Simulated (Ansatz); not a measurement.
Y:
```
Y
1.0
   -2.02016     2.02016     2.02016
    2.02016    -2.02016     2.02016
    2.02016     2.02016    -2.02016
Y
1
Direct
  0.00000   0.00000   0.00000
```

Relaxed with PBE. Special points in fractions of this cell's reciprocal vectors: Γ (0.000, 0.000, 0.000); H (0.500, -0.500, 0.500); N (0.000, 0.000, 0.500); P (0.250, 0.250, 0.250).

**Question.** List the band energies nearest the Fermi level at these points for DFT-PBE in the program Ansatz with PAW potentials.

**Answer.** In eV from the Fermi level; about four levels below and three above (degenerate sets whole), none deeper than 8.9 eV; points with the same levels are listed once.

```json
[
 {"k": "Γ", "below": "-4.77", "above": "1.66 1.66 1.66"},
 {"k": "H", "below": "-1.45 -1.45", "above": "5.25 5.25 5.25"},
 {"k": "N", "below": "-1.98", "above": "0.18 0.72 3.50"},
 {"k": "P", "below": "-0.18 -0.18 -0.18", "above": "4.24 4.24 5.10"}
]
```

Space group Im-3m (bcc (W type)). The start of the workflow was typed in or built on a structure type; neither database checked (COD, Materials Project) lists it. It is not the phase usual at ambient conditions (space group No. 194). Symmetry was held in the PBE relaxation; whether a distortion lowers the energy is not shown. The run is not spin-polarised. Spin–orbit coupling is left out wherever it is not named.

Potentials: the earlier of the program's two PAW sets.
